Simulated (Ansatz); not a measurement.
**Moving the choice of potentials or basis in CsLiCr2Te2S3**

```yaml
crystal:
  lattice:
    - [3.67471, -0.00018, -0.00146]
    - [0.00068, 6.25849, 0.00267]
    - [0.09970, 0.01509, 18.87835]
  atoms:
    - { symbol: Cs, position: [0.00702, 0.99658, 0.60964] }
    - { symbol: Cs, position: [0.50622, 0.49563, 0.63737] }
    - { symbol: Li, position: [0.49757, 0.83290, 0.98554] }
    - { symbol: Li, position: [0.99760, 0.33501, 0.98513] }
    - { symbol: Cr, position: [0.99390, 0.00068, 0.13453] }
    - { symbol: Cr, position: [0.49393, 0.50024, 0.13461] }
    - { symbol: Cr, position: [0.00147, 0.66940, 0.83098] }
    - { symbol: Cr, position: [0.50140, 0.16737, 0.83340] }
    - { symbol: Te, position: [0.01027, 0.59621, 0.46271] }
    - { symbol: Te, position: [0.51068, 0.22697, 0.45459] }
    - { symbol: Te, position: [0.49158, 0.83669, 0.22777] }
    - { symbol: Te, position: [0.99165, 0.33648, 0.22784] }
    - { symbol: S, position: [0.99971, 0.99979, 0.90043] }
    - { symbol: S, position: [0.49974, 0.50461, 0.89926] }
    - { symbol: S, position: [0.99553, 0.66614, 0.07188] }
    - { symbol: S, position: [0.49551, 0.16656, 0.07160] }
    - { symbol: S, position: [0.50316, 0.84068, 0.76492] }
    - { symbol: S, position: [0.00305, 0.32804, 0.76778] }
```

The cell comes from a database or a generator and needn't be the stable form of this composition.

Kept alike: task single point; functional PBE; k mesh 7 × 5 × 2; occupations fermi-dirac, width 0.05 eV; collinear spin, ferromagnetic start. Program: Ansatz. Cutoffs run from 871 to 1279 eV. The mesh is that of the run's cell of 18 atoms. No spin-orbit coupling.

```csv
choice of potentials or basis,moment of the cell (μB)
Ansatz NC with PseudoDojo standard (PBE files),11.44
Ansatz PAW (files of its older set among them),11.45
JTH PAW,11.44
PseudoDojo standard (PBE files),11.54
SPMS NC,11.53
```

For a metal such a mesh leaves the last digits unconverged. The runs hold the magnetic state that their start led to, which needn't be the lowest.

Problem. What does the choice of potentials or basis change here?

Solution. The moment of the cell runs from 11.44 (Ansatz NC with PseudoDojo standard (PBE files); JTH PAW) to 11.54 μB (PseudoDojo standard (PBE files)).
